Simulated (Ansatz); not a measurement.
## Ag5(PbO3)2 (space group P-31m), energy against volume

Ag$_{5}$(PbO$_{3}$)$_{2}$ (space group P-31m)

```yaml
crystal:
  lattice:
    - [5.91485, 0.00000, 0.00000]
    - [-2.95742, 5.12241, 0.00000]
    - [0.00000, 0.00000, 6.42644]
  atoms:
    - { symbol: Ag, position: [0.00000, 0.00000, 0.22030] }
    - { symbol: Ag, position: [0.00000, 0.00000, 0.77970] }
    - { symbol: Ag, position: [0.00000, 0.50000, 0.00000] }
    - { symbol: Ag, position: [0.50000, 0.50000, 0.00000] }
    - { symbol: Ag, position: [0.50000, 0.00000, 0.00000] }
    - { symbol: Pb, position: [0.66667, 0.33333, 0.50000] }
    - { symbol: Pb, position: [0.33333, 0.66667, 0.50000] }
    - { symbol: O, position: [0.62496, 0.62496, 0.30574] }
    - { symbol: O, position: [0.37504, 0.37504, 0.69426] }
    - { symbol: O, position: [0.37504, 0.00000, 0.30574] }
    - { symbol: O, position: [0.62496, 0.00000, 0.69426] }
    - { symbol: O, position: [0.00000, 0.37504, 0.30574] }
    - { symbol: O, position: [0.00000, 0.62496, 0.69426] }
```

E(V) scan at fixed shape, V₀ the volume above. The atoms relax within the cell's symmetry.

These are PBEsol (plane waves to 420 eV, PAW, scalar-relativistic; Ansatz, a first-principles code) values and carry that method's errors. k mesh 8×8×6 (Γ-centred), Fermi-Dirac smearing 0.05 eV. E stands for the smeared free energy. Compression counts positive. With the shape held, the modulus is that of even scaling; a crystal free to change shape is softer. Ag5(PbO3)2 is run without spin polarisation and with no Hubbard U. Ag5(PbO3)2 was relaxed with its symmetry unable to fall. Spin-orbit coupling is left out, though Pb is heavy. The zero of ΔE is the relaxed starting cell.

```csv
V (Å³/atom),ΔE (meV/atom),P (GPa)
13.480,65,15.5
13.779,40,11.6
14.079,21,8.1
14.379,9,5.1
14.678,2,2.4
14.978,0,0.0
15.277,2,-2.1
15.577,8,-4.0
15.876,17,-5.6
16.176,29,-7.1
16.475,43,-8.3
```

Derived quantities:

* **Pressure at the smallest volume**: 15.5 GPa
* **Energy cost of the largest compression**: 65 meV/atom
* **Energy cost of the largest expansion**: 43 meV/atom
* **Bulk modulus at fixed cell shape B₀ (third-order Birch-Murnaghan fit)**: 112 GPa
* **Pressure derivative B₀′ (fit)**: 5.2
* **Equilibrium volume of the fit**: 14.98 Å³/atom
* **Pressure for 5 % compression (fit)**: 6.6 GPa

(A scan under strain: stresses follow from slopes of the energy per volume, elastic moduli from its curvatures.)
